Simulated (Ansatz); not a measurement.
BiB:
```
BiB
1.0
    3.63426     0.00000     0.00000
   -1.81713     3.14736     0.00000
    0.00000     0.00000     3.34371
B Bi
1 1
Direct
  0.00000   0.00000   0.00000
  0.66667   0.33333   0.50000
```

Relaxed with r²SCAN. Special points in fractions of this cell's reciprocal vectors: Γ (0.000, 0.000, 0.000); M (0.500, 0.000, 0.000); K (0.333, 0.333, 0.000); A (0.000, 0.000, 0.500); L (0.500, 0.000, 0.500); H (0.333, 0.333, 0.500).

Question: List the band energies nearest the Fermi level at these points for r²SCAN (plane waves, PAW; program Ansatz).

Answer: In eV from the Fermi level; about four levels below and three above (degenerate sets whole), none deeper than 8.9 eV; … stands for higher levels left out; points with the same levels are listed once.

| k | below | above |
|---|---|---|
| Γ | -1.15 -0.95 | 0.07 0.07 4.47 4.47 |
| M | -8.36 -2.29 | 0.41 1.54 4.95 |
| K | -8.16 -5.25 | 2.18 3.85 4.52 |
| A | – | 1.97 1.97 3.35 |
| L | -6.29 -4.99 -4.15 | 1.25 1.86 4.33 |
| H | -4.85 -4.59 -1.84 -0.86 | 7.60 … |

Space group P-6m2. The cell is a constructed one: a structure type filled with these elements; neither database checked (COD, Materials Project) lists it. Whether it is the stable phase at ambient conditions was not checked. The r²SCAN relaxation kept the symmetry of its start. At this level the phase is dynamically unstable (imaginary phonons). Scalar-relativistic: spin–orbit coupling is off unless named, which matters more the heavier the elements.

Potentials: the later of the program's two PAW sets.
